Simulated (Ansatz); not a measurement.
TiSi: modes against the lattice constant

Level of theory: Ansatz 0.2.0, DFT PBEsol, scalar-relativistic, plane waves, PAW. Cutoff 420 eV, 10×10×10 k-points (Γ-centred), Fermi-Dirac smearing of 0.15 eV. No spin polarisation. Phonons by linear response, acoustic sum rule imposed.

The cell is fixed (symmetry leaves no force on the atoms) and stands under 0.3 GPa:
```
CELL_PARAMETERS angstrom
0.00000 2.51760 2.51760
2.51760 0.00000 2.51760
2.51760 2.51760 0.00000
ATOMIC_POSITIONS crystal
Ti 0.00000 0.00000 0.00000
Si 0.50000 0.50000 0.50000
```

The cell is the ideal cubic rocksalt prototype; whether it is the stable structure of this composition wasn't checked. In a metal, frequencies and elastic constants depend on the k mesh and the smearing, soft modes and shear constants most.

Question: How do the optical zone-centre modes (counted from the lowest optical one, degenerate ones once; i marks imaginary ones) of this metal change over a = 4.832, 5.035 and 5.124 Å (k meshes 16×16×16, 10×10×10, 14×14×14)?

Answer:
```tsv
a (Å)	4.832	5.035	5.124
pressure (GPa)	19.4	0.3	-5.6
mode 1 (cm⁻¹)	486	410	379
```

Cost: 3 runs of about 2.1 core-minutes in all, on Arm Neoverse N1, Intel Xeon Processor @ 2.50GHz (Skylake/Cascade Lake) (shared hosts).